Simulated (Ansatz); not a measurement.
A relaxed structure of Sn is spoiled in several ways and relaxed again each time (noise and exchanges are one random draw each; pressure is positive under compression). Method: r2SCAN (plane waves to 500 eV, PAW, scalar-relativistic; Ansatz, a quantum-chemistry and plane-wave program).

```cif
data_Sn4
_chemical_formula_sum 'Sn4'
_space_group_name_H-M_alt 'I41/amd :1'
_space_group_IT_number 141
_space_group_name_Hall 'I 4bw 2bw -1bw'
_cell_length_a 5.88622
_cell_length_b 5.88622
_cell_length_c 3.18373
_cell_angle_alpha 90.000
_cell_angle_beta 90.000
_cell_angle_gamma 90.000
loop_
_atom_site_label
_atom_site_type_symbol
_atom_site_symmetry_multiplicity
_atom_site_Wyckoff_symbol
_atom_site_fract_x
_atom_site_fract_y
_atom_site_fract_z
_atom_site_occupancy
Sn1 Sn 4 a 0.00000 0.00000 0.00000 1
```
(The calculation used a cell of 2 atoms; values per cell refer to that cell.)

**Question.** One start gave a first pressure of +1.1 GPa, a largest first force of 0.75 eV/Å and released 0.12 eV/atom. Which change was it?
A. deformed by the Cartesian strain tensor (xx, yy, zz, yz, xz, xy) = (0.045, -0.028, 0.007, -0.096, -0.038, -0.020)
B. with every coordinate shifted by Gaussian noise of σ = 0.1 Å

**Answer.** A, deformed by the Cartesian strain tensor (xx, yy, zz, yz, xz, xy) = (0.045, -0.028, 0.007, -0.096, -0.038, -0.020). All starts:

```csv
change,first pressure (GPa),largest first force (eV/Å),released (eV/atom),moves,outcome,final group,E − E(parent) (eV/atom)
"deformed by the Cartesian strain tensor (xx, yy, zz, yz, xz, xy) = (0.045, -0.028, 0.007, -0.096, -0.038, -0.020)",1.1,0.75,0.12,22,"same energy, other cell",C2/m (nearly Imma),0.00
with every coordinate shifted by Gaussian noise of σ = 0.1 Å,0.6,0.44,0.03,13,returns to the parent,I4₁/amd,0.00
```

First-step values come from each run's starting, coarser k-mesh (13×12×8, 12×12×8). Each cell has its own k-point mesh; energy differences are given only to the digits this allows. No spin polarisation in the result.
